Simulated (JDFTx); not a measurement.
Ag(110) slab cut from bulk Ag (space group Fm-3m, indices of the conventional cell, lattice of the Materials Project entry mp-124, not re-optimised): 5 atoms in 5 planes, a (1×1) cell of 11.91 Å² (|a| = 4.104, |b| = 2.902 Å), 5.8 Å between the outermost planes, cell height 24.8 Å, 6×8×1 k mesh, Fermi smearing 0.01 Ha, no spin polarisation.

Adsorbate: O on both faces at 1.00 monolayer, started bridge and relaxed in vacuum, keeping the symmetry of the start.

Computed with a modified build of JDFTx: PBE, GBRV ultrasoft potentials, plane waves to 20/100 Ha. The adsorption energy per O is [E(slab + 2 O) − E(slab)]/2 − (E(H2O) − E(H2)), with the gas molecules relaxed at the same level and slab energies taken as (E + F)/2, the usual estimate of zero smearing. In reaction energies these potentials put H₂ about 0.03 eV too high against large-basis PBE. Energies are static: no zero-point or thermal terms. Reconstruction of the substrate beyond this cell is outside the model.

Question: Predict the adsorption energy and the geometry, and the change of the work function.

Answer: 2.22 eV. O has sunk 0.02 Å below the highest substrate atom, bound to 2 Ag at 2.05 Å. The work function goes from 4.21 to 5.17 eV. In linear PCM (GLSSA13), water, 1 M NaF, at zero charge, the adsorption energy is 2.20 eV and the potential of zero charge moves from -0.46 to 0.53 V vs SHE (4.44 V convention).
